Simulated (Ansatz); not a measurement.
Relaxed-ion elastic tensor of Re2C in space group P6_3/mmc (No. 194; Re on 4f, C on 2c) in GPa (Voigt order), PBEsol in the plane-wave PAW code Ansatz; density 18.68 g/cm³, 11.39 Å³ per atom.

```
768  238  218  0.0  0.0  0.0
238  768  218  0.0  0.0  0.0
218  218  988  0.0  0.0  0.0
0.0  0.0  0.0  271  0.0  0.0
0.0  0.0  0.0  0.0  271  0.0
0.0  0.0  0.0  0.0  0.0  265
```

Problem. Is the crystal mechanically stable?

Solution. Yes: the smallest eigenvalue of C is 265 GPa.

Problem. Work out the Voigt, Reuss and Hill averages.

Solution. K_V = 430, K_R = 426, K_H = 428; G_V = 284, G_R = 281, G_H = 283 GPa.

Problem. Give Young's modulus, Poisson's ratio, Pugh's ratio and the universal anisotropy index.

Solution. E = 9KG/(3K + G) = 695 GPa; ν = 0.23; K/G = 1.52 (brittle by the Pugh limit of 1.75); A_U = 5G_V/G_R + K_V/K_R − 6 = 0.08.

Problem. Estimate the sound speeds and the Debye temperature.

Solution. v_l = √((K + 4G/3)/ρ) = 6560 m/s, v_t = √(G/ρ) = 3890 m/s, mean 4310 m/s; Θ = (h/k)(3n/4πV)^(1/3) v_m = 570 K.

Problem. Solve the Christoffel equation for the three sound speeds along x, y, z.

Solution. Eigenvalues of C_ijkl n_j n_l equal ρv². In km/s, slowest first: x 3.76, 3.81, 6.41; y 3.76, 3.81, 6.41; z 3.81, 3.81, 7.27.

Problem. How much does each axis shrink under pressure?

Solution. Linear compressibilities β_i = Σ_j S_ij (j = 1 to 3): x 0.86, y 0.86, z 0.63 per TPa.

The workflow started from a Materials Project entry (that database holds measured and hypothetical structures alike); the Crystallography Open Database copy checked does not list it. Whether it is the stable phase at ambient conditions was not checked. Symmetry was held in the PBEsol relaxation; whether a distortion lowers the energy is not shown. The run is not spin-polarised. As this level gives no gap, shear constants depend on the k-mesh and smearing (Fermi–Dirac, 0.1 eV here). Scalar-relativistic: spin–orbit coupling is off unless named, which matters more the heavier the elements.

Potentials: the later of the program's two PAW sets.
